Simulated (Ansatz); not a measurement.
# Data sheet: Nb₃Au (DFT)

Nb3Au:
```yaml
crystal:
  lattice:
    - [1.74032, -2.19076, 0.00000]
    - [1.74032, 2.19076, 0.00000]
    - [0.00000, 0.00000, 9.29545]
  atoms:
    - { symbol: Nb, position: [0.50000, 0.50000, 0.75186] }
    - { symbol: Nb, position: [0.50000, 0.50000, 0.24814] }
    - { symbol: Nb, position: [0.00000, 0.00000, 0.50000] }
    - { symbol: Au, position: [0.00000, 0.00000, 0.00000] }
```

Space group Cmmm (No. 65); conventional cell a = 3.481 Å, b = 4.382 Å, c = 9.295 Å, α = 90.00°, β = 90.00°, γ = 90.00°.

Method: the program Ansatz at the r²SCAN level (PAW). Geometry: relaxed at this level of theory. Other levels are named where they apply.

**Cell and energy**

* **Volume per atom**: 17.72 Å³
* **Density**: 11.14 g/cm³
* **Formation energy from the elements (no fitted shifts)**: -109 meV/atom

**Electronic structure**

- Electronic character: metallic (no gap)
- Density of states at the Fermi level: 0.74 states/eV per atom (mean over ±0.08 eV)
- Gap with spin–orbit coupling: none (metallic)

**Mechanics**

- Bulk modulus (Birch–Murnaghan fit) = 179 GPa
- Pressure derivative B′ = 4.3

**Phonons**

Highest zone-centre frequency: 216 cm⁻¹
Zone-centre stability: no imaginary mode at Γ

**Charges**

* **Bader charges**: Nb +0.14 to +0.35, Au -0.83 e

The workflow started from a Materials Project entry (that database holds measured and hypothetical structures alike); the Crystallography Open Database copy checked does not list it. COD files the formula under space group No. 223. With Nb and Au taken as one species the cell has the higher symmetry I4/mmm, so it may be an ordered model of a mixed-site phase. Its standing as an ambient phase is unchecked. The cell was relaxed with r²SCAN under the symmetry of its start. The run is not spin-polarised. As this level gives no gap, phonon frequencies hold no LO–TO term and depend on the k-mesh and smearing (Fermi–Dirac, 0.1 eV here). Axis ratios of metals converge slowly with the k-mesh, so a and c are less sure than the volume. The references are the lowest solids computed at this level, not always the standard phases. Spin–orbit coupling is left out wherever it is not named.

Potentials: the later of the program's two PAW sets.
